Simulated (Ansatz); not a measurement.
Relaxed-ion elastic tensor of CsPbBr3 (cubic perovskite, Pm-3m) in GPa (Voigt order), PBEsol (plane waves, PAW; program Ansatz); density 4.77 g/cm³, 40.38 Å³ per atom.

```
      1     2     3    4    5    6
-  ----  ----  ----  ---  ---  ---
1  51.4   6.4   6.4  0.0  0.0  0.0
2   6.4  51.4   6.4  0.0  0.0  0.0
3   6.4   6.4  51.4  0.0  0.0  0.0
4   0.0   0.0   0.0  4.1  0.0  0.0
5   0.0   0.0   0.0  0.0  4.1  0.0
6   0.0   0.0   0.0  0.0  0.0  4.1
```

Question: Is the crystal mechanically stable?

Answer: Yes: the smallest eigenvalue of C is 4.1 GPa.

Question: Work out the Voigt, Reuss and Hill averages.

Answer: K_V = 21.4, K_R = 21.4, K_H = 21.4; G_V = 11.4, G_R = 6.0, G_H = 8.7 GPa.

Question: Give Young's modulus, Poisson's ratio, Pugh's ratio and the universal anisotropy index.

Answer: E = 9KG/(3K + G) = 23.1 GPa; ν = 0.32; K/G = 2.45 (ductile by the Pugh limit of 1.75); A_U = 5G_V/G_R + K_V/K_R − 6 = 4.47.

Question: Estimate the sound speeds and the Debye temperature.

Answer: v_l = √((K + 4G/3)/ρ) = 2630 m/s, v_t = √(G/ρ) = 1350 m/s, mean 1520 m/s; Θ = (h/k)(3n/4πV)^(1/3) v_m = 132 K.

Question: Give the Zener ratio and Young's modulus along [100], [110] and [111].

Answer: A = 2C44/(C11 − C12) = 0.18; 1/E = S11 − 2(S11 − S12 − S44/2)Γ with Γ = 0, 1/4, 1/3 gives 50.0, 14.2, 11.4 GPa.

Question: Solve the Christoffel equation for the three sound speeds along [100], [110], [111].

Answer: Eigenvalues of C_ijkl n_j n_l equal ρv². In km/s, slowest first: [100] 0.92, 0.92, 3.28; [110] 0.92, 2.17, 2.63; [111] 1.85, 1.85, 2.37.

This is a known high-temperature phase of the composition, computed here at zero pressure and temperature. The PBEsol relaxation kept the symmetry of its start; its stability against distortions is not shown here. Scalar-relativistic: spin–orbit coupling is off unless named, which matters more the heavier the elements.

Potentials: the later of the program's two PAW sets.
